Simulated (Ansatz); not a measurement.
**LiHS — quadrupolar parameters**

The cell is a COD entry, its atoms then relaxed with PBE in this cell.

```cif
data_structure
_symmetry_space_group_name_H-M 'P 1'
_symmetry_Int_Tables_number 1
_cell_length_a 6.1493
_cell_length_b 3.9379
_cell_length_c 7.8337
_cell_angle_alpha 90.000
_cell_angle_beta 90.000
_cell_angle_gamma 90.000
_cell_volume 189.70
loop_
_atom_site_label
_atom_site_type_symbol
_atom_site_fract_x
_atom_site_fract_y
_atom_site_fract_z
_atom_site_occupancy
Li1 Li 0.24972 0.49880 0.74826 1
Li2 Li 0.75028 0.50120 0.24826 1
Li3 Li 0.75028 0.49880 0.74826 1
Li4 Li 0.24972 0.50120 0.24826 1
H5 H 0.00000 0.99831 0.43482 1
H6 H 0.00000 0.00169 0.93482 1
H7 H 0.50000 0.12471 0.99986 1
H8 H 0.50000 0.87529 0.49986 1
S9 S 0.50000 0.46854 0.99951 1
S10 S 0.50000 0.53146 0.49951 1
S11 S 0.00000 0.00114 0.26190 1
S12 S 0.00000 0.99886 0.76190 1
```

Sites (sets of like atoms) are named by element and the number of their first atom in this list.

Method: Kohn–Sham DFT in Ansatz, PBE, plane waves and PAW, scalar-relativistic, 420 eV cutoff, Γ-centred 5×7×4 k-points, Fermi–Dirac smearing 0.02 eV.

C_Q = eQV_zz/h, which is 24.18 MHz for Q = 1 b and V_zz = 10²¹ V/m²; η = (V_xx − V_yy)/V_zz.

⁷Li: I = 3/2, Q = -40.10 mb; H-2: I = 1, Q = 2.858 mb; ³³S: I = 3/2, Q = -69.40 mb. Q values from Pyykkö, Mol. Phys. 116, 1328 (2018).

```tsv
site	atoms (order as listed)	first shell	V_zz (10²¹ V/m²)	η	C_Q (MHz)
Li	1, 2, 3, 4	4 S at 2.49–2.50 Å	-0.026	0.76	0.025
H5	5, 6	1 S at 1.35 Å	2.16	0.02	0.149
H7	7, 8	1 S at 1.35 Å	2.17	0.02	0.150
S9	9, 10	1 H at 1.35 Å; also 4 Li at 2.49–2.50 Å	17.73	0.11	-29.8
S11	11, 12	1 H at 1.35 Å; also 4 Li at 2.50 Å	17.68	0.13	-29.7
```

At H5 and H7 V_zz points along its bond to S (within 1°) in each case. At S9 and S11 V_zz points along its bond to H (within 1°) in each case.

The relaxation (3 steps) took 48 s of wall time (48 s of CPU time) and 0.49 GiB at its peak, on 1 thread of Arm Neoverse V1 (aarch64; 8 cores open to the job, memory cap 2.5 GiB, no GPU), a shared host with a load of 0.3 a core.
